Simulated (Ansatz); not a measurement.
Relaxed MoS$_{2}$ (2H-MoS2 type, space group P6_3/mmc):

```xyz
6
Lattice="3.1090 0.0000 0.0000 -1.5545 2.6925 0.0000 0.0000 0.0000 11.7086" Properties=species:S:1:pos:R:3 pbc="T T T"
Mo     0.0000     1.7950     2.9272
Mo     1.5545     0.8975     8.7815
S      0.0000     1.7950     7.2182
S      1.5545     0.8975     1.3639
S      1.5545     0.8975     4.4905
S      0.0000     1.7950    10.3448
```

In this cell atom 3 (S, nearest neighbour Mo at 2.380 Å; its periodic images, 3.1 Å or more away, move with it) is moved by s towards the nearest neighbour, unit vector (-0.653, -0.377, 0.657); all other atoms and the cell stay fixed.

Method: PBEsol-D3(BJ) (plane waves to 420 eV, PAW, scalar-relativistic; Ansatz, a first-principles code). k mesh 10×10×3 (Γ-centred), Fermi-Dirac smearing 0.05 eV. E stands for the smeared free energy. MoS2 is run without spin polarisation. MoS2 was relaxed with its symmetry unable to fall. The PAW data are Ansatz's earlier set. The zero of ΔE is the undisplaced structure.

Successive frames, forces in eV/Å:

```json
[
 {"frame": "s = -0.048 Å", "ΔE (meV/cell)": "15", "F on Mo1": "(0.004, 0.002, -0.002)", "F on Mo2": "(0.305, 0.176, -0.462)", "F on S3": "(-0.296, -0.171, 0.543)", "F on S4": "(-0.002, -0.001, -0.001)", "F on S5": "(0.004, 0.002, -0.018)", "F on S6": "(-0.015, -0.008, -0.061)"},
 {"frame": "s = 0.000 Å", "ΔE (meV/cell)": "0", "F on Mo1": "(0.000, 0.000, 0.000)", "F on Mo2": "(0.000, 0.000, 0.000)", "F on S3": "(0.000, 0.000, 0.000)", "F on S4": "(0.000, 0.000, 0.000)", "F on S5": "(0.000, 0.000, 0.000)", "F on S6": "(0.000, 0.000, 0.000)"},
 {"frame": "s = 0.048 Å", "ΔE (meV/cell)": "17", "F on Mo1": "(-0.003, -0.002, 0.002)", "F on Mo2": "(-0.367, -0.212, 0.532)", "F on S3": "(0.360, 0.208, -0.617)", "F on S4": "(0.002, 0.001, 0.001)", "F on S5": "(-0.003, -0.002, 0.017)", "F on S6": "(0.012, 0.007, 0.065)"}
]
```

**Question.** What are the energy and the forces in the next frame, s = 0.096 Å?

**Answer.** ΔE (meV/cell) = 71.

| atom | Fx | Fy | Fz |
|---|---|---|---|
| Mo1 | -0.006 | -0.004 | 0.003 |
| Mo2 | -0.805 | -0.465 | 1.144 |
| S3 | 0.795 | 0.459 | -1.318 |
| S4 | 0.003 | 0.002 | 0.002 |
| S5 | -0.007 | -0.004 | 0.034 |
| S6 | 0.020 | 0.011 | 0.135 |

(For displaced atoms, the force is minus the slope of the energy, and its curvature is a force constant, which sets phonon frequencies.)
